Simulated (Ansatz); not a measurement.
## Bi$_{2}$Se$_{3}$

```yaml
crystal:
  lattice:
    - [2.07150, 1.19598, 9.54533]
    - [-2.07150, 1.19598, 9.54533]
    - [0.00000, -2.39196, 9.54533]
  atoms:
    - { symbol: Bi, position: [0.40080, 0.40080, 0.40080] }
    - { symbol: Bi, position: [0.59920, 0.59920, 0.59920] }
    - { symbol: Se, position: [0.00000, 0.00000, 0.00000] }
    - { symbol: Se, position: [0.21170, 0.21170, 0.21170] }
    - { symbol: Se, position: [0.78830, 0.78830, 0.78830] }
```

Atom numbers follow the list: Bi1, Bi2, Se3, Se4, Se5.

The cell is COD entry 9011965, as deposited and not checked against the literature; nothing was relaxed.

No spin–orbit coupling, which matters for the heavy atoms here.

All numbers are computed: DFT, PBEsol, all-electron LAPW, scalar-relativistic (Ansatz 0.2.0); DFT, PBEsol, PAW with Ansatz's default frozen-core files, scalar-relativistic (Ansatz 0.2.0).

For LAPW: a Γ-centred 6×6×6 k mesh, Fermi–Dirac smearing of 0.03 eV, basis error target 0.5 meV/atom, no spin polarisation. PAW takes a cutoff of 420 eV at this cell (files made with PBE, cores remade for this functional). The Ansatz runs share mesh, smearing and spin set-up. Values come from LAPW unless marked.

```yaml
Pressure_at_this_cell: -0.33 GPa
Band_gap: 0.14 eV, direct at Γ (so small a gap may close at points that the mesh and path miss)
Largest_force: 0.179 eV/Å on Bi1
Löwdin_charges_with_0.18_e_of_the_cell_spilling_out_of_the_atomic_basis_so_their_sizes_and_signs_hang_on_that_basis: Bi1 0.59, Se3 -0.46, Se4 -0.28 e
Bader_charges_from_the_PAW_run: Bi1 +0.99, Se3 -0.81, Se4 -0.58 e
Volume_per_atom: 28.38 Å³
```
